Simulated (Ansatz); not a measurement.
Data sheet: HfIr$_{3}$ (DFT)

HfIr3:
```yaml
crystal:
  lattice:
    - [3.94204, 0.00000, 0.00000]
    - [0.00000, 3.94204, 0.00000]
    - [0.00000, 0.00000, 3.94204]
  atoms:
    - { symbol: Ir, position: [0.00000, 0.50000, 0.50000] }
    - { symbol: Ir, position: [0.50000, 0.00000, 0.50000] }
    - { symbol: Ir, position: [0.50000, 0.50000, 0.00000] }
    - { symbol: Hf, position: [0.00000, 0.00000, 0.00000] }
```

Space group Pm-3m (No. 221), Cu3Au type; conventional cell a = 3.942 Å, b = 3.942 Å, c = 3.942 Å, α = 90.00°, β = 90.00°, γ = 90.00°.

Method: r²SCAN (plane waves, PAW; program Ansatz). Geometry: relaxed at this level of theory. Other levels are named where they apply.

Cell and energy:

| Property | Value |
|---|---|
| Volume per atom | 15.31 Å³ |
| Density | 20.47 g/cm³ |
| Formation energy from the elements (no fitted shifts) | -0.85 eV/atom |

Electronic structure:

| Property | Result |
|---|---|
| Electronic character | metallic (no gap) |
| Density of states at the Fermi level | 0.65 states/eV per atom (mean over ±0.08 eV) |
| Gap with spin–orbit coupling | none (metallic) |

Mechanics:

| Item | Result |
|---|---|
| Bulk modulus (Birch–Murnaghan fit) | 299 GPa |
| Pressure derivative B′ | 4.7 |

Charges:

| Property | Result |
|---|---|
| Bader charges | Ir -0.63, Hf +1.90 e |

The workflow started from an entry of the Crystallography Open Database (COD). Its standing as an ambient phase is unchecked. Symmetry was held in the r²SCAN relaxation; whether a distortion lowers the energy is not shown. No spin polarisation was allowed. The references are the lowest solids computed at this level, not always the standard phases. Scalar-relativistic: spin–orbit coupling is off unless named, which matters more the heavier the elements.

Potentials: the later of the program's two PAW sets.
